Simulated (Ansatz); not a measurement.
CuTi4S8 in space group P-3m1 (No. 164; Pearson symbol hP13) under volume change, r²SCAN+D4 in the plane-wave PAW code Ansatz, shape and atoms relaxed at each volume.

```
V (Å³/atom)  E − E(relaxed) (meV/atom)  P (GPa)
-----------  -------------------------  -------
16.272                            34.4     7.56
16.809                            14.3     4.55
17.345                             3.3     2.06
17.882                             0.0     0.00
18.418                             2.9    -1.68
18.954                            10.9    -3.04
19.491                            22.9    -4.11
```

### Question
What does a third-order Birch–Murnaghan fit give for V₀, B₀ and B′?

### Answer
V₀ = 17.88 Å³/atom, B₀ = 61.3 GPa, B′ = 5.7.

A made-up cell: these elements were put on the sites of a structure type; neither database checked (COD, Materials Project) lists it. Its standing as an ambient phase is unchecked. The cell was relaxed with r²SCAN+D4 under the symmetry of its start; whether a distortion lowers the energy is not shown. No spin polarisation was allowed.

Potentials: the later of the program's two PAW sets.
